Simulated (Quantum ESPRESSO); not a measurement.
```xyz
8
Lattice="-2.5842 2.5842 5.1738 2.5842 -2.5842 5.1738 2.5842 2.5842 -5.1738" Properties=species:S:1:pos:R:3 pbc="T T T"
Si     2.5842     0.0000     2.5869
Si     0.0000     2.5842     2.5869
Si     0.0000     0.0000     5.1738
P      1.3360     1.3360     3.9463
P      1.3360    -1.3360     6.4014
P      1.2482     1.2482    -1.2275
P     -1.3360     1.3360     6.4014
Ni     0.0000     0.0000     0.0000
```

The geometry is that of Materials Project entry mp-8311, symmetrised and not relaxed again.

Q: What does PBEsol (pw.x of Quantum ESPRESSO, ONCV potentials, without SOC) give for the electronic structure near the Fermi level?

A: The PBEsol gap is indirect, 0.26 eV, from Γ to 67 % of the way from Γ to Z; the smallest direct gap is 0.49 eV. Another conduction extremum on the path lies within 0.02 eV, too close to call. 

The runs are not spin-polarised; magnetic order was not tried.
